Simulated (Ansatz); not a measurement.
Input and command of a plane-wave DFT calculation in Ansatz:

```yaml
crystal:
  lattice:
    - [7.236199, 0.000263, -0.087442]
    - [0.000263, 7.075833, 0.066426]
    - [-0.087442, 0.066426, 7.521992]
  atoms:
    - { symbol: Si, position: [0.2734021863, 0.964989448, 0.7114549719] }
    - { symbol: Si, position: [0.3070311329, 0.6566418765, 0.9865444258] }
    - { symbol: Si, position: [0.8460054204, 0.0884589021, 0.6333767433] }
    - { symbol: Si, position: [0.7146395, 0.3964423944, 0.65989344] }
    - { symbol: Si, position: [0.280424428, 0.4753906385, 0.3589730567] }
    - { symbol: Si, position: [0.6829689598, 0.987856748, 0.9594796391] }
    - { symbol: Si, position: [0.9149297986, 0.7518378127, 0.6393685253] }
    - { symbol: Si, position: [0.2128464176, 0.3077908539, 0.6503112685] }
    - { symbol: Si, position: [0.9910106033, 0.7340623866, 0.0801123292] }
    - { symbol: Si, position: [0.981126744, 0.4513120791, 0.9119997958] }
    - { symbol: Si, position: [0.6468899953, 0.6694047166, 0.8190102201] }
    - { symbol: Pd, position: [0.3665062366, 0.5935365129, 0.6952337737] }
    - { symbol: Pd, position: [0.8176032316, 0.9195950096, 0.2600086815] }
    - { symbol: Pd, position: [0.0186218901, 0.0363411172, 0.9184327099] }
    - { symbol: Pd, position: [0.0773076919, 0.1769584652, 0.3718019138] }
    - { symbol: Pd, position: [0.7628739707, 0.251685657, 0.0821876029] }
    - { symbol: Pd, position: [0.5998499374, 0.2090497194, 0.411893039] }
    - { symbol: Pd, position: [0.515850839, 0.1906281343, 0.7781638555] }
    - { symbol: Pd, position: [0.5618888104, 0.8936563413, 0.5735633576] }
    - { symbol: Pd, position: [0.2028820711, 0.8219696192, 0.4375683427] }
    - { symbol: Pd, position: [0.9106132355, 0.5153282043, 0.4136452567] }
    - { symbol: Au, position: [0.3933697404, 0.9635780687, 0.1492290798] }
    - { symbol: Au, position: [0.5932054236, 0.610459747, 0.1566143152] }
    - { symbol: Au, position: [0.2877051638, 0.3478725599, 0.040874627] }
basis:
  ecutwfc: 420
kpoints:
  mp_grid: { grid: [3, 3, 3] }
hamiltonian:
  xc: pbe
scf:
  occupations: { method: fermi_dirac, width: 0.1534 }
output:
  forces: true
  stress: true
  eigenvalues: true
  populations: true
  write_density: true
  write_potential: true
  elf: true
  volumetric_format: npy
```

```bash
ansatz run input.yaml --threads 2 --pin off --max-ram 5120MiB --backend cpu --events-out ev --progress --plain --runs-dir out
```

Processor: Arm Neoverse V1, 2 threads, on a host shared with other jobs.

**Question.** Estimate time, memory and problem size.

**Answer.** About 100 s on 2 threads of Arm Neoverse V1, on a shared host, peak memory 1.4 GiB. It solves 172 bands at 14 k points (the mesh reduced by the symmetry that the task leaves, which can be less than the crystal's) with about 7513 plane waves, in 8 SCF iterations.
